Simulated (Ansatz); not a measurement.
## Field gradients of BN from run to run

Cell of run 1: a Materials Project structure (computed, not necessarily an observed phase), taken as it stands.

```
B N
1.0
     2.50164    0.00000    0.00000
    -1.25082    2.16648    0.00000
     0.00000    0.00000    7.36932
B N
2 2
Direct
  0.66667 0.33333 0.75000
  0.33333 0.66667 0.25000
  0.00000 0.00000 0.75000
  0.00000 0.00000 0.25000
```

Sites (sets of like atoms) are named by element and the number of their first atom in this list.

Relaxed positions (PBE, cell held):

```
CELL_PARAMETERS angstrom
2.50164 0.00000 0.00000
-1.25082 2.16648 0.00000
0.00000 0.00000 7.36932
ATOMIC_POSITIONS crystal
B 0.66667 0.33333 0.75000
B 0.33333 0.66667 0.25000
N 0.00000 0.00000 0.75000
N 0.00000 0.00000 0.25000
```

All runs are DFT with Ansatz 0.2.0 (plane waves and PAW, scalar-relativistic unless spin–orbit coupling is named, Γ-centred meshes, Fermi–Dirac smearing where given) in this cell.

Run 1: PBE, atoms as given; 420 eV, 14×14×4 k-points, smearing 0.02 eV.
Run 2: r2SCAN, at the relaxed atoms; 500 eV, 14×14×4 k-points, smearing 0.02 eV.
Run 3: LDA, at the relaxed atoms; 420 eV, 14×14×4 k-points, smearing 0.02 eV.

| run | B V_zz (η) | N V_zz (η) |
| --- | --- | --- |
| 1 | 2.79 (0.00) | -0.23 (0.00) |
| 2 | ? | ? |
| 3 | 2.82 (0.00) | 0.16 (0.00) |

V_zz in 10²¹ V/m².

Task: Estimate the row of run 2.

Result: B: 2.92 (0.00); N: -0.26 (0.00). It lies nearest to run 1, from whose tensors on these sites it differs by 0.13 at most (largest principal value of the difference, on B).
